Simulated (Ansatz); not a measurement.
Starting structure of a cell relaxation (symmetry kept):

```
CELL_PARAMETERS angstrom
4.52991 0.00000 0.00000
-2.26495 3.92301 0.00000
0.00000 0.00000 5.47016
ATOMIC_POSITIONS crystal
Ti 0.33333 0.66667 0.75000
Ti 0.66667 0.33333 0.25000
Ti 0.00000 0.00000 0.00000
Ti 0.00000 0.00000 0.50000
Ga 0.33333 0.66667 0.25000
Ga 0.66667 0.33333 0.75000
```

Theory: DFT PBEsol, scalar-relativistic, plane waves, PAW in Ansatz.

Settings: cutoff 420 eV, Γ-centred mesh 9×9×8 on the computed 6-atom cell, Gaussian smearing of 0.10 eV; no spin polarisation.

**Question.** What does it relax to?

**Answer.** The volume drops by 0.64 Å³/atom to 15.57 Å³/atom, and the energy falls by 9.8 meV/atom. Final structure:
```yaml
crystal:
  lattice:
    - [4.47487, 0.00000, 0.00000]
    - [-2.23744, 3.87535, 0.00000]
    - [0.00000, 0.00000, 5.38555]
  atoms:
    - { symbol: Ti, position: [0.33333, 0.66667, 0.75000] }
    - { symbol: Ti, position: [0.66667, 0.33333, 0.25000] }
    - { symbol: Ti, position: [0.00000, 0.00000, 0.00000] }
    - { symbol: Ti, position: [0.00000, 0.00000, 0.50000] }
    - { symbol: Ga, position: [0.33333, 0.66667, 0.25000] }
    - { symbol: Ga, position: [0.66667, 0.33333, 0.75000] }
```